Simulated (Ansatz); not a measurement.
**Bi2S3, before and after**

The guess for Bi2S3 was made by a generator: species swapped into a sheet modelled on a layer of Bi2Se3, with S on the Se sites. Lengths were set from tabulated atomic sizes, so they are only a guess.

Only a and b repeat, and vacuum parts the sheet from its images along c. Symmetry isn't written into the files.

start.xyz

```xyz
5
Lattice="3.9111 0.0000 0.0000 -1.9556 3.3871 0.0000 0.0000 0.0000 21.0000" Properties=species:S:1:pos:R:3 pbc="T T F"
Bi    1.9556    1.1290   12.3238
Bi    0.0000    2.2581    8.6762
S     0.0000    0.0000   10.5000
S     0.0000    2.2581   13.7881
S     1.9556    1.1290    7.2119
```

All numbers below come from Ansatz 0.2.0, DFT PBE, scalar-relativistic, plane waves, PAW. Cutoff 420 eV, Gaussian smearing, Γ-centred meshes. In-plane cell and atoms relax first on a coarse mesh and then on a converged one. The steps can't lower the symmetry of their start. No spin polarisation.

end.xyz

```xyz
5
Lattice="4.0537 0.0000 0.0000 -2.0269 3.5106 0.0000 0.0000 0.0000 36.9526" Properties=species:S:1:pos:R:3 pbc="T T F"
Bi    2.0269    1.1702   12.3798
Bi    0.0000    2.3404    8.6202
S     0.0000    0.0000   10.5000
S     0.0000    2.3404   13.8162
S     2.0269    1.1702    7.1838
```

The symmetry stays p-3m1 (No. 72). The area per atom grows by 7.4 %, from 2.6 to 2.8 Å². The shortest distance goes from 2.69 Å (Bi–S) to 2.75 Å (Bi–S). The energy falls by about 0.04 eV/atom (the start's value is from the coarse mesh). The program sets the height of the box itself, so the height of the cell differs between start and end.

| Quantity | Value |
| --- | --- |
| Layer group | p-3m1 (No. 72) |
| In-plane cell | a = 4.054 Å, b = 4.054 Å, γ = 120.0° |
| Area per atom | 2.85 Å² |
| Thickness between the outermost nuclei | 6.63 Å |
| Formation energy | −0.356 eV/atom |
| Gap on the 12×12×1 mesh of the 5-atom cell | 1.10 eV |

The zero of energy is the elements' standard structures at the same level; no fitted shifts are applied. Whether it is stable depends on the other phases of the system, which aren't compared here.

The last run used Gaussian smearing of 0.02 eV. These runs have no spin–orbit coupling, which can matter for Bi. Kohn–Sham gaps at this level usually fall short of measured ones. The missing spin–orbit coupling can work the other way here. The reference form of S is held partly by dispersion forces, which this level lacks. Symmetry constrained the relaxation, so the result can be a saddle point. In all, the 3 runs took 6.4 min on 1 thread of Intel(R) Xeon(R) Processor @ 2.50GHz (Skylake/Cascade Lake) (shared host).
